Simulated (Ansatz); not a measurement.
The cell is an ordered 4-atom cell of TlSbO2 on the rocksalt lattice (R-3m); cell and atoms were relaxed with r2SCAN. Around Tl lie 6 O at 2.89 Å; around Sb lie 6 O at 2.35 Å; around O lie 3 Sb at 2.35 Å and 3 Tl at 2.89 Å.

Space group R-3m:H (No. 166). a = 3.516 Å, b = 3.516 Å, c = 19.428 Å, α = 90.00°, β = 90.00°, γ = 120.00°

| atom | site | symmetry | x | y | z |
| --- | --- | --- | --- | --- | --- |
| Tl | 3a | -3m | 0.0000 | 0.0000 | 0.0000 |
| Sb | 3b | -3m | 0.6667 | 0.3333 | 0.8333 |
| O | 6c | 3m | 0.3333 | 0.6667 | 0.8938 |

The questions ask for values computed with the plane-wave code Ansatz on this geometry. No magnetic order. The prototype was imposed, so other structures may be more stable.

Given (8×8×8 mesh): PBE gives no gap: the lowest nominally empty band dips 0.26 eV below the top of the last filled one (its bottom at Γ, the top at S₂–F (0.50 of the way from S₂)), so the cell is a metal or semimetal at this level.

**Question.** What does LDA give for the gap (8×8×8 mesh)?

**Answer.** With LDA the bands overlap by 0.25 eV (counted from 1, band 20 peaks at S₂–F (0.50 of the way from S₂) and band 21 bottoms out at Γ): no gap.

**Question.** Estimate the gap with PBE+SOC on 8×8×8.

**Answer.** PBE+SOC gives no gap: the lowest nominally empty band dips 0.24 eV below the top of the last filled one (its bottom at Γ, the top at S₂–F (0.50 of the way from S₂)), so the cell is a metal or semimetal at this level.

**Question.** What does r2SCAN give for the gap (8×8×8 mesh)?

**Answer.** With r2SCAN the bands overlap by 0.19 eV (counted from 1, band 20 peaks at S₂–F (0.50 of the way from S₂) and band 21 bottoms out at Γ): no gap.

**Question.** How does the gap change from PBE to HSE06 (6×6×6)?

**Answer.** The HSE06 gap is indirect, 0.02 eV (S₂–F (0.50 of the way from S₂) to k = (1/6, -1/3, -1/3)), below the direct gap of 0.24 eV at k = (1/6, -1/3, -1/3). (With 0.02 eV of smearing so small a gap leaves both edges partly filled, and it could close between the points sampled.)

Only the levels marked +SOC include spin-orbit coupling.

Where an edge lies off the special points, it is a point of the mesh or the k point where a search put PBE's edge or least direct gap, reused for the other functionals, whose own edges may lie a little apart.

Coordinates of k points refer to the reciprocal vectors of the primitive cell of the runs.

Run but not listed, since they were read on a mesh alone, on too coarse a mesh, or into states of the vacuum: PBE0.
